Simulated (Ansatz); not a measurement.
AlCrB in space group Cmcm (No. 63; Al on 4c, B on 4c, Cr on 4c), PBE in the plane-wave PAW code Ansatz, all energies at zero smearing, with the estimated change up to a 700 eV cutoff added, with one set of potentials and settings (totals compare only within such a set). Cell of 6 atoms (2 Al, 2 B, 2 Cr): -8144.608 eV.

| element | reference phase | E (eV/atom) |
|---|---|---|
| Al | Fm-3m, 1 atoms in the cell | -537.5049 |
| B | R-3m, 12 atoms in the cell | -155.9161 |
| Cr | Im-3m, 2 atoms in the cell, spin-polarised | -3377.7530 |

Formation energy per atom, worked out: (-8144.608 − 2×(-537.5049) − 2×(-155.9161) − 2×(-3377.7530))/6 = -0.377 eV/atom (-36 kJ per mol of atoms), at 0 K, without zero-point energy or fitted corrections.

The start of the workflow was typed in or built on a structure type; neither database checked (COD, Materials Project) lists it. Its standing as an ambient phase is unchecked. The cell was relaxed with PBE under the symmetry of its start; its stability against distortions is not shown here. The workflow began spin-polarised and lost its moments. The references are the lowest solids computed at this level, not always the standard phases.

Potentials: the later of the program's two PAW sets.
